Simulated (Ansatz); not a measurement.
Re:
```yaml
crystal:
  lattice:
    - [2.75445, 0.00000, 0.00000]
    - [-1.37722, 2.38542, 0.00000]
    - [0.00000, 0.00000, 8.89491]
  atoms:
    - { symbol: Re, position: [0.00000, 0.00000, 0.00000] }
    - { symbol: Re, position: [0.00000, 0.00000, 0.50000] }
    - { symbol: Re, position: [0.33333, 0.66667, 0.25000] }
    - { symbol: Re, position: [0.66667, 0.33333, 0.75000] }
```

Relaxed with r²SCAN+D4. Special points in fractions of this cell's reciprocal vectors: Γ (0.000, 0.000, 0.000); M (0.500, 0.000, 0.000); K (0.333, 0.333, 0.000); A (0.000, 0.000, 0.500); L (0.500, 0.000, 0.500); H (0.333, 0.333, 0.500).

List the band energies nearest the Fermi level at these points for the program Ansatz at the r²SCAN+D4 level (PAW).

In eV from the Fermi level; about four levels below and three above (degenerate sets whole), none deeper than 8.9 eV; points with the same levels are listed once.

```tsv
k	below	above
Γ	-1.29 -1.29 -1.18 -1.18	0.42 0.72 0.72
M	-2.92 -2.25 -2.12 -0.87	0.33 0.36 1.09
K	-2.37 -2.34 -0.07 -0.07	1.76 1.76 3.14
A	-1.53 -1.53 -1.53 -1.53 -1.24 -1.24	1.28 1.28 1.28 1.28
L	-1.48 -1.48 -0.77 -0.77	0.25 0.25 2.87 2.87
H	-2.38 -2.38 -0.03 -0.03	1.17 1.17 3.38 3.38
```

Space group P6_3/mmc (dhcp (α-La type)). The first step of the workflow began from a Materials Project structure, measured or hypothetical. Its sites differ from those of the usual phase in this space group: another stacking or structure type. Symmetry was held in the r²SCAN+D4 relaxation; whether a distortion lowers the energy is not shown. The run is not spin-polarised. The pairwise dispersion correction was not fitted to metals. Spin–orbit coupling is left out wherever it is not named.

Potentials: the later of the program's two PAW sets.
